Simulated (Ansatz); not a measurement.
Here is the system:

Si2Mo:
```xyz
6
Lattice="1.9880 -6.4190 0.0000 1.9880 6.4190 0.0000 0.0000 0.0000 3.2882" Properties=species:S:1:pos:R:3 pbc="T T T"
Si     1.9880    -5.5124     2.4662
Si     1.9880     5.5124     0.8221
Si     1.9880     3.3527     2.4662
Si     1.9880    -3.3527     0.8221
Mo     1.9880    -1.3807     2.4662
Mo     1.9880     1.3807     0.8221
```

This is the PBE-relaxed structure.

Q: All from DFT-PBE in the program Ansatz with PAW potentials, unless another level is named. Give the electronic character.

A: metallic (no gap).

Q: And the density of states at the Fermi level?

A: 0.46 states/eV per atom (mean over ±0.08 eV).

Q: Predict the formation energy from the elements (no fitted shifts).

A: -0.14 eV/atom.

Space group Cmcm. The cell is a constructed one: a structure type filled with these elements; neither database checked (COD, Materials Project) lists it. It is not the phase usual at ambient conditions (space group No. 139). The PBE relaxation kept the symmetry of its start; whether a distortion lowers the energy is not shown. The run is not spin-polarised. The references are the lowest solids computed at this level, not always the standard phases. Scalar-relativistic: spin–orbit coupling is off unless named, which matters more the heavier the elements.

Potentials: the later of the program's two PAW sets.
